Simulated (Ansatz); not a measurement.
A geometry of Al2Cu away from equilibrium: the start of the relaxation of a generated cell, Al2Cu placed in the AFLOW prototype AB2_oP6_58_a_g (as in Fe2C). All values below come from r2SCAN (plane waves to 500 eV, PAW, scalar-relativistic; Ansatz, an electronic-structure program). Γ-centred k-mesh 7×6×10 on the run's cell (coarser than for final values), Fermi–Dirac smearing 0.05 eV.

```xyz
6
Lattice="5.1312 0.0000 0.0000 0.0000 5.5899 0.0000 0.0000 0.0000 3.3630" Properties=species:S:1:pos:R:3 pbc="T T T"
Al     3.8484     1.8633     0.0000
Al     3.8484     4.6583     1.6815
Al     1.2828     0.9317     1.6815
Al     1.2828     3.7266     0.0000
Cu     0.0000     0.0000     0.0000
Cu     2.5656     2.7950     1.6815
```

Question: Predict the force on each atom, in eV/Å.

Answer: 
| atom | Fx | Fy | Fz |
|---|---|---|---|
| Al1 | 0.13 | 0.10 | 0.00 |
| Al2 | -0.13 | 0.10 | 0.00 |
| Al3 | 0.13 | -0.10 | 0.00 |
| Al4 | -0.13 | -0.10 | 0.00 |
| Cu5 | 0.00 | 0.00 | 0.00 |
| Cu6 | 0.00 | 0.00 | 0.00 |

Question: What is the pressure?

Answer: +10.0 GPa, compression positive.

No spin polarisation in the result.

The run could not lose the symmetry of its start: the end is stationary, and may be a saddle point rather than a minimum.

The end of the path is a generated cell of Al2Cu: the first start was made by placing the elements on the sites of a structure type, and the end was not matched to a known phase here, so it may be hypothetical. Known forms of Al2Cu include space group No. 140.
